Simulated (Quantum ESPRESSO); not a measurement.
Band energies of AlN

```xyz
4
Lattice="3.1131 0.0000 0.0000 -1.5566 2.6960 0.0000 0.0000 0.0000 4.9828" Properties=species:S:1:pos:R:3 pbc="T T T"
N      1.5566     0.8987     4.3897
N      0.0000     1.7974     1.8983
Al     1.5566     0.8987     2.4866
Al     0.0000     1.7974     4.9780
```

PBEsol (Quantum ESPRESSO, PseudoDojo norm-conserving, 84 Ry, without SOC); path ΓMKΓALHA,LM,KH; energies in eV from the valence-band maximum.

```
k (1/Å)  point  band 4  band 5  band 6  band 7  band 8  band 9  band 10  band 11
-------  -----  ------  ------  ------  ------  ------  ------  -------  -------
0.00         Γ   -0.88   -0.88   -0.22   -0.22    0.00    4.10     6.55    10.47
0.64             -3.81   -2.74   -1.68   -0.55   -0.46    6.16     7.25     7.84
1.17         M   -4.21   -3.38   -2.12   -1.81   -0.70    5.68     5.68     8.07
1.28             -4.18   -3.35   -2.25   -1.82   -0.82    5.66     5.86     8.15
1.84         K   -3.82   -3.82   -2.49   -2.41   -2.41    4.90     8.22     9.55
1.94             -3.95   -3.64   -2.72   -2.40   -2.13    4.96     8.14     9.38
2.67             -2.76   -2.60   -1.30   -0.60   -0.33    6.03     8.15     8.55
3.18         Γ   -0.88   -0.88   -0.22   -0.22    0.00    4.10     6.55    10.47
3.29             -0.87   -0.87   -0.23   -0.23   -0.17    4.24     6.56    10.42
3.81         A   -3.36   -0.56   -0.56   -0.56   -0.56    6.36     6.36    10.19
3.92             -3.37   -0.64   -0.64   -0.58   -0.58    6.43     6.43    10.00
4.66             -5.06   -1.53   -1.53   -1.35   -1.35    5.59     5.59     9.39
4.98         L   -5.66   -1.49   -1.49   -1.38   -1.38    5.18     5.18     9.14
5.32             -5.38   -2.79   -2.79   -0.94   -0.94    6.03     6.03     9.07
5.65         H   -4.88   -3.93   -3.93   -0.80   -0.80    7.28     7.28     7.71
5.94             -5.02   -3.20   -3.20   -0.94   -0.94    6.59     6.59     8.71
6.61             -3.53   -1.31   -1.31   -0.86   -0.86    6.87     6.87     9.17
7.00         A   -3.36   -0.56   -0.56   -0.56   -0.56    6.36     6.36    10.19
7.00         L   -5.66   -1.49   -1.49   -1.38   -1.38    5.18     5.18     9.14
7.09             -5.50   -1.68   -1.64   -1.33   -1.17    4.95     5.44     8.93
7.63         M   -4.21   -3.38   -2.12   -1.81   -0.70    5.68     5.68     8.07
7.63         K   -3.82   -3.82   -2.49   -2.41   -2.41    4.90     8.22     9.55
8.26         H   -4.88   -3.93   -3.93   -0.80   -0.80    7.28     7.28     7.71
```

The PBEsol gap is direct, 4.10 eV at Γ.

Geometry relaxed with PBEsol.
